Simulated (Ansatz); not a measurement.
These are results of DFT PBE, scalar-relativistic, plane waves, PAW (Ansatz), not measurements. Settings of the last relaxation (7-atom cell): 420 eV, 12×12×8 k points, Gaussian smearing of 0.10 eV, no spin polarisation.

The zero of energy is the elements' standard structures at the same level (Cl₂ as a molecule); no fitted shifts are applied.

Question: Give a relaxed trial structure of a hexagonal metal with formula Al₅Cl₂, with a formation energy near −0.10 eV/atom and a density near 2.40 g/cm³, in a cell of 7 atoms.

Answer: Al₅Cl₂, space group P6/mmm (No. 191). Al on a site of symmetry 6/mmm has 2 Al at 2.67 Å and 6 Cl at 3.20 Å; Al on a second site of symmetry 6/mmm is surrounded by 8 Al at 2.67–2.77 Å; Al on a site of symmetry mmm is surrounded by 6 Al at 2.77 Å and 4 Cl at 3.11 Å; Cl is surrounded by 9 Al at 3.11–3.20 Å and 3 Cl at 3.20 Å.

```
Al Cl
1.0
     5.54313    0.00000    0.00000
    -2.77157    4.80049    0.00000
     0.00000    0.00000    5.34461
Al Cl
5 2
Cartesian
  0.0000 0.0000 0.0000
  0.0000 0.0000 2.6723
  2.7716 0.0000 2.6723
  -1.3858 2.4002 2.6723
  1.3858 2.4002 2.6723
  0.0000 3.2003 0.0000
  2.7716 1.6002 0.0000
```

| Item | Value |
| --- | --- |
| Volume per atom | 20.32 Å³ |
| Density | 2.40 g/cm³ |
| Formation energy | −0.10 eV/atom |
| Gap on the 12×12×8 mesh of the 7-atom cell | 0 eV (a metal) |

The cell was found from a structure generator's guess, not taken from experiment. Other answers may fit too; this one was computed.

An odd number of electrons in the primitive cell allows no gap without spin; a larger cell or a magnetic state could open one. A structure relaxed within its symmetry needn't be a true minimum.
